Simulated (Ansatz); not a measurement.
# Ru (hcp)

Level of theory: DFT, PBE, scalar-relativistic, no spin polarisation; plane waves to 420 eV with PAW datasets (Ansatz 0.2.0), 18×18×10 k-mesh, Gaussian smearing of 0.05 eV. The datasets are Ansatz's generated set soft_2.

```yaml
crystal:
  lattice:
    - [2.71953, 0.00000, 0.00000]
    - [-1.35977, 2.35519, 0.00000]
    - [0.00000, 0.00000, 4.29785]
  atoms:
    - { symbol: Ru, position: [0.33333, 0.66667, 0.75000] }
    - { symbol: Ru, position: [0.66667, 0.33333, 0.25000] }
```

Task: Which orbitals carry the states at the Fermi level, and how many states are there?

Result: Within 0.1 eV of it: Ru 4d 96 % (shares among the projected shells). The density of states at the Fermi level is about 1.7 states/eV per cell, averaged over 0.3 eV.

Density of states (tetrahedra, averaged over 0.5 eV; states/eV per cell of 2 atoms; energy in eV from the Fermi level):

```csv
E (eV),DOS
-7.60,0.07
-7.10,0.13
-6.60,0.20
-6.10,1.04
-5.60,2.94
-5.10,2.82
-4.60,2.42
-4.10,2.55
-3.60,2.74
-3.10,2.18
-2.60,3.16
-2.10,3.31
-1.60,3.24
-1.10,2.25
-0.60,1.86
-0.10,1.69
0.40,1.79
0.90,2.63
1.40,3.94
1.90,1.36
2.40,0.51
2.90,0.52
3.40,0.51
3.90,0.51
4.40,0.47
4.90,0.44
5.40,0.43
5.90,0.43
```
